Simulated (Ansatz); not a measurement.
Crystals of one structure type (zinc blende) and one family of elements, relaxed and computed with plane-wave PAW LDA (Ansatz code).

```json
[
 {"crystal": "BP", "V (Å³/atom)": "11.32", "K_Hill (GPa)": "176"},
 {"crystal": "BAs", "V (Å³/atom)": "13.25", "K_Hill (GPa)": "147"},
 {"crystal": "GaP", "V (Å³/atom)": "19.59", "K_Hill (GPa)": "90.1"},
 {"crystal": "GaAs", "V (Å³/atom)": "21.98", "K_Hill (GPa)": "?"},
 {"crystal": "AlAs", "V (Å³/atom)": "22.30", "K_Hill (GPa)": "75.6"},
 {"crystal": "InP", "V (Å³/atom)": "24.73", "K_Hill (GPa)": "71.3"}
]
```

Fit a straight line to ln K against ln V and predict the withheld value.

Least squares on the 5 shown rows: ln K = -1.20 × ln V + (8.082), with a scatter of 2 %. For GaAs this gives 79.3. The run itself gave 74.4, outside the scatter: the line misses something about this case.

All cells were relaxed under the symmetry of their starts (and spin orders); stability against distortions was not tested throughout. Spin–orbit coupling is left out wherever it is not named.

Potentials: the later of the program's two PAW sets.
